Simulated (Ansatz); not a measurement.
Piezoelectric tensor of Ti₂SnO₆

The calculation used DFT PBE, scalar-relativistic, plane waves, PAW (Ansatz 0.2.0). Settings: 420 eV plane-wave cutoff, Γ-centred 6×6×4 mesh, fixed occupations. No spin polarisation.

The cell, relaxed at this level:
```yaml
crystal:
  lattice:
    - [5.03913, -2.84496, -0.01560]
    - [5.03913, 2.84496, -0.01560]
    - [-0.06646, 0.00000, 6.30755]
  atoms:
    - { symbol: Ti, position: [0.00179, 0.52800, 0.33627] }
    - { symbol: Ti, position: [0.47200, 0.99821, 0.66373] }
    - { symbol: Sn, position: [0.52334, 0.47666, 0.00000] }
    - { symbol: O, position: [0.58397, 0.14219, 0.86843] }
    - { symbol: O, position: [0.24773, 0.59324, 0.21890] }
    - { symbol: O, position: [0.16976, 0.26316, 0.53481] }
    - { symbol: O, position: [0.73684, 0.83024, 0.46519] }
    - { symbol: O, position: [0.85781, 0.41603, 0.13157] }
    - { symbol: O, position: [0.40676, 0.75227, 0.78110] }
```

The structure comes from a generated guess, relaxed at this level; another structure or a mixture of phases may lie lower. Spin–orbit coupling is left out, which matters for heavy elements.

Task: Give the relaxed-ion proper piezoelectric stress tensor e_iJ (C/m², Voigt columns xx yy zz yz xz xy).

Result:
```
x    0.000  0.000  0.000 -0.201  0.000 -0.122
y   -0.074 -0.001  0.060  0.000 -0.225  0.000
z    0.000  0.000  0.000 -0.105  0.000 -0.187
```
Signs follow the orientation of the cell as given.

Task: With the elastic constants (GPa, Voigt order)
C11 = 21.5, C12 = 1.0, C13 = 1.1, C15 = -4.8, C22 = 26.4, C23 = -1.8, C25 = 6.7, C33 = 25.8, C35 = -0.9, C44 = 13.1, C46 = 6.4, C55 = 12.3, C66 = 12.7 GPa; the others vanish.
find the strain coefficients d = e·C⁻¹ (pC/N).

Result:
```
x     0.0   0.0   0.0 -14.1   0.0  -2.5
y    -9.6   7.0   2.3   0.0 -25.6   0.0
z     0.0   0.0   0.0  -1.1   0.0 -14.2
```
